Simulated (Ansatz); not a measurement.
InP (zinc blende, space group No. 216), a = 5.8264 Å, b = 5.8264 Å, c = 5.8264 Å, α = 90.00°, β = 90.00°, γ = 90.00°; the cell used has 2 atoms.

Relaxed with LDA.

Question: Which orbitals make up the states near the band edges in DFT-LDA in the program Ansatz with PAW potentials?

Answer: Top 1 eV of the valence band: P 3p 80 %, In 5p 16 %. Bottom 1 eV of the conduction band: In 5s 36 %, P 3s 28 %, P 3p 20 %, In 5p 13 %. Projections are on Löwdin-orthogonalised atomic valence shells; empty p or d shells of many metals are not among them.

Question: Tabulate the density of states.

Answer: States/eV per cell of 2 atoms, in 0.25 eV bins, energy from the valence-band maximum.

| E (eV) | total | P 3p | In 5p | In 5s |
|---|---|---|---|---|
| -7.85 | 0.00 | 0.00 | 0.00 | 0.00 |
| -7.60 | 0.00 | 0.00 | 0.00 | 0.00 |
| -7.35 | 0.00 | 0.00 | 0.00 | 0.00 |
| -7.10 | 0.00 | 0.00 | 0.00 | 0.00 |
| -6.85 | 0.00 | 0.00 | 0.00 | 0.00 |
| -6.60 | 0.00 | 0.00 | 0.00 | 0.00 |
| -6.35 | 0.00 | 0.00 | 0.00 | 0.00 |
| -6.10 | 0.00 | 0.00 | 0.00 | 0.00 |
| -5.85 | 1.23 | 0.57 | 0.07 | 0.55 |
| -5.60 | 2.33 | 1.07 | 0.20 | 0.94 |
| -5.35 | 0.98 | 0.45 | 0.09 | 0.35 |
| -5.10 | 0.68 | 0.31 | 0.06 | 0.23 |
| -4.85 | 0.51 | 0.23 | 0.05 | 0.16 |
| -4.60 | 0.42 | 0.19 | 0.04 | 0.12 |
| -4.35 | 0.33 | 0.15 | 0.03 | 0.09 |
| -4.10 | 0.28 | 0.13 | 0.02 | 0.08 |
| -3.85 | 0.24 | 0.11 | 0.02 | 0.06 |
| -3.60 | 0.20 | 0.10 | 0.02 | 0.05 |
| -3.35 | 1.08 | 0.63 | 0.35 | 0.06 |
| -3.10 | 1.37 | 0.81 | 0.43 | 0.07 |
| -2.85 | 1.23 | 0.74 | 0.36 | 0.06 |
| -2.60 | 1.36 | 0.86 | 0.39 | 0.06 |
| -2.35 | 1.77 | 1.17 | 0.49 | 0.06 |
| -2.10 | 1.73 | 1.17 | 0.46 | 0.05 |
| -1.85 | 1.64 | 1.14 | 0.41 | 0.04 |
| -1.60 | 1.61 | 1.15 | 0.38 | 0.03 |
| -1.35 | 1.58 | 1.16 | 0.34 | 0.03 |
| -1.10 | 1.47 | 1.12 | 0.29 | 0.02 |
| -0.85 | 0.90 | 0.71 | 0.16 | 0.01 |
| -0.60 | 0.59 | 0.48 | 0.09 | 0.01 |
| -0.35 | 0.36 | 0.30 | 0.04 | 0.00 |
| -0.10 | 0.11 | 0.10 | 0.01 | 0.00 |
| 0.15 | 0.00 | 0.00 | 0.00 | 0.00 |
| 0.40 | 0.00 | 0.00 | 0.00 | 0.00 |
| 0.65 | 0.00 | 0.00 | 0.00 | 0.00 |
| 0.90 | 0.00 | 0.00 | 0.00 | 0.00 |
| 1.15 | 0.01 | 0.00 | 0.00 | 0.00 |
| 1.40 | 0.04 | 0.01 | 0.01 | 0.02 |
| 1.65 | 0.26 | 0.04 | 0.07 | 0.07 |
| 1.90 | 0.69 | 0.11 | 0.23 | 0.16 |
| 2.15 | 1.03 | 0.19 | 0.34 | 0.23 |
| 2.40 | 1.57 | 0.35 | 0.48 | 0.35 |
| 2.65 | 2.17 | 0.53 | 0.64 | 0.49 |
| 2.90 | 1.45 | 0.39 | 0.40 | 0.33 |
| 3.15 | 1.19 | 0.34 | 0.32 | 0.25 |
| 3.40 | 0.99 | 0.29 | 0.29 | 0.19 |
| 3.65 | 0.94 | 0.26 | 0.34 | 0.16 |
| 3.90 | 0.91 | 0.22 | 0.39 | 0.12 |
| 4.15 | 1.91 | 0.46 | 0.89 | 0.17 |
| 4.40 | 2.06 | 0.50 | 0.98 | 0.16 |
| 4.65 | 1.23 | 0.28 | 0.65 | 0.08 |
| 4.90 | 1.18 | 0.24 | 0.67 | 0.05 |
| 5.15 | 1.82 | 0.33 | 0.95 | 0.05 |
| 5.40 | 1.86 | 0.34 | 0.90 | 0.06 |

Space group F-43m (zinc blende). The LDA relaxation kept the symmetry of its start. Spin–orbit coupling is left out wherever it is not named.

Potentials: the earlier of the program's two PAW sets. The files were generated under PBE; for other functionals the program regenerates the frozen cores, and for LDA and PBEsol the local potential too.
